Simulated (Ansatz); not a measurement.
LaTiO₃ (cubic perovskite)

```
CELL_PARAMETERS angstrom
      3.90567     0.00000     0.00000
      0.00000     3.90567     0.00000
      0.00000     0.00000     3.90567
ATOMIC_POSITIONS crystal
  La 0.00000 0.00000 0.00000
  Ti 0.50000 0.50000 0.50000
  O  0.00000 0.50000 0.50000
  O  0.50000 0.00000 0.50000
  O  0.50000 0.50000 0.00000
```

This relaxed cell (volume V₀) is scaled evenly in all directions, its shape held. Symmetry pins the atoms to their sites.

The numbers are results of PBEsol (plane waves to 420 eV, PAW, scalar-relativistic; Ansatz, an electronic-structure program), not measurements. k mesh 12×12×12 (Γ-centred), Fermi-Dirac smearing 0.05 eV. The energy includes the smearing's −TS. Compression counts positive. LaTiO3 is run without spin polarisation and with no Hubbard U. LaTiO3 was relaxed with its symmetry unable to fall. This is one of several known forms of LaTiO3; the measured ambient cells at hand have space group No. 62. The zero of ΔE is the relaxed starting cell. The last digit holds for this mesh only.

```tsv
V (Å³/atom)	ΔE (meV/atom)
10.009	261.1
10.486	135.2
10.962	55.4
11.439	withheld
11.916	0.0
12.392	11.1
12.869	41.5
13.346	87.5
13.822	145.9
```

Question: Fit a third-order Birch-Murnaghan form (E₀, V₀, B₀, B₀′ free) to the given rows and predict ΔE at V = 11.439.

Answer: Least squares on the 8 given rows: ΔE = E₀ + (9V₀B₀/16)·y²·[2 + (B₀′ − 4)y], y = (V₀/V)^(2/3) − 1, with V₀ = 11.916 Å³/atom, B₀ = 200.4 GPa (160.2 GPa = 1 eV/Å³; the term in eV is multiplied by 1000), B₀′ = 4.40, E₀ = 0.00 meV/atom; root-mean-square residual 0.07 meV/atom. At 11.439 the fit gives 12.9 meV/atom; the calculation gives 12.9 meV/atom, the same to the digits shown. For the pressure the fit gives 9.0 GPa against the computed 9.0 GPa.

(A scan under strain: stresses follow from slopes of the energy per volume, elastic moduli from its curvatures.)
